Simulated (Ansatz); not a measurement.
Deforming TiPt₃

```
CELL_PARAMETERS angstrom
3.89700 0.00000 0.00000
0.00000 3.89700 0.00000
0.00000 0.00000 3.89700
ATOMIC_POSITIONS crystal
Ti 0.00000 0.00000 0.00000
Pt 0.00000 0.50000 0.50000
Pt 0.50000 0.00000 0.50000
Pt 0.50000 0.50000 0.00000
```

Atom numbers follow the list: Ti1, Pt2, Pt3, Pt4.

The cell is COD entry 1539263, as deposited and not checked against the literature; nothing was relaxed. It is an old determination, and later ones may differ.

Spin–orbit coupling is left out, though it moves levels of the heavy atoms by tenths of an eV or more.

Theory: Ansatz 0.2.0, DFT, PBEsol, all-electron PAW with datasets made for the crystal, scalar-relativistic.

Sampling and basis: a Γ-centred 9×9×9 k mesh, Fermi–Dirac smearing of 0.05 eV, cutoff 280 eV (chosen by the program for this cell), no spin polarisation.

The unchanged cell is at 0.51 GPa.

In a metal, stresses and small energies carry noise from the k mesh.

x, y and z are the Cartesian axes of the cell as listed; fractional coordinates follow a strain, and an engineering shear is twice the off-diagonal strain component.

With equal xy, yz and zx engineering shear strains of -2 %: energy change +9 meV/atom; stress change (xx, yy, zz, yz, xz, xy) 0.39, 0.39, 0.39, 3.05, 3.05, 3.05 GPa, compression positive.

(1) With this change (equal xy, yz and zx engineering shear strains of -1 %), what becomes of the energy and stress?

(2) With this change (equal xy, yz and zx engineering shear strains of +1 %), what becomes of the energy and stress?

(3) With this change (equal xy, yz and zx engineering shear strains of +2 %), what becomes of the energy and stress?

Results:

(1) Energy change +2 meV/atom; stress change (xx, yy, zz, yz, xz, xy) 0.10, 0.10, 0.10, 1.54, 1.54, 1.54 GPa, compression positive.

(2) Energy change +2 meV/atom; stress change (xx, yy, zz, yz, xz, xy) 0.10, 0.10, 0.10, -1.56, -1.56, -1.56 GPa, compression positive.

(3) Energy change +9 meV/atom; stress change (xx, yy, zz, yz, xz, xy) 0.39, 0.39, 0.39, -3.12, -3.12, -3.12 GPa, compression positive.
